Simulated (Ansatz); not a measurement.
Input:

SnTe$_{2}$:
Space group R-3m, hexagonal axes (No. 166); a = 4.0999 Å, b = 4.0999 Å, c = 18.2748 Å, α = 90.00°, β = 90.00°, γ = 120.00°

```
atom  site  symmetry       x       y       z
----  ----  --------  ------  ------  ------
Sn      3a       -3m  0.0000  0.0000  0.0000
Te      6c        3m  0.0000  0.0000  0.2346
```
(The calculation used a cell of 3 atoms; values per cell refer to that cell.)

This is the LDA-relaxed structure.

Task: All from DFT-LDA in the program Ansatz with PAW potentials, unless another level is named. Give the electronic character.

Result: metallic (no gap).

Task: Predict the formation energy from the elements (no fitted shifts).

Result: -0.098 eV/atom.

Task: Predict the density of states at the Fermi level.

Result: 0.78 states/eV per atom (mean over ±0.08 eV).

A made-up cell: these elements were put on the sites of a structure type; neither database checked (COD, Materials Project) lists it. Whether it is the stable phase at ambient conditions was not checked. The LDA relaxation kept the symmetry of its start; of distortions, only those at the zone centre were tested. A crystal of weakly bound layers computed without a dispersion correction: the cell and the soft elastic constants depend strongly on that. The references are the lowest solids computed at this level, not always the standard phases. Scalar-relativistic: spin–orbit coupling is off unless named, which matters more the heavier the elements.

Potentials: the later of the program's two PAW sets.
